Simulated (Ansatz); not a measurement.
The end point of a relaxation of Si2Mo. Space group P6₂22 (No. 180), AFLOW prototype AB2_hP9_180_d_j (C40, as in CrSi2). These are r2SCAN (plane waves to 500 eV, PAW, scalar-relativistic; Ansatz, a program for electronic structure) values and carry that method's errors.

```cif
data_Mo3Si6
_chemical_formula_sum 'Mo3 Si6'
_space_group_name_H-M_alt 'P6222'
_space_group_IT_number 180
_space_group_name_Hall 'P 62 2 (0 0 4)'
_cell_length_a 4.58391
_cell_length_b 4.58391
_cell_length_c 6.57712
_cell_angle_alpha 90.000
_cell_angle_beta 90.000
_cell_angle_gamma 120.000
loop_
_atom_site_label
_atom_site_type_symbol
_atom_site_symmetry_multiplicity
_atom_site_Wyckoff_symbol
_atom_site_fract_x
_atom_site_fract_y
_atom_site_fract_z
_atom_site_occupancy
Mo1 Mo 3 c 0.50000 0.00000 0.00000 1
Si1 Si 6 i 0.16388 0.32775 0.00000 1
```

Problem. What band gap does r2SCAN give?

Solution. 0.16 eV, indirect (valence top at L, conduction bottom at M) (no spin-orbit coupling).

Problem. Give the smallest direct gap at the level r2SCAN.

Solution. 0.69 eV at L.

No spin polarisation in the result.

The run could not lose the symmetry of its start; a randomly shaken copy of 9 atoms returns to this structure.

The first start was generated by placing the elements on the sites of a structure type. Materials Project lists a structure of Si2Mo in the same space group, P6₂22 (No. 180); the sites were not compared with it, nor with measured phases. Known forms of Si2Mo include space group No. 139.
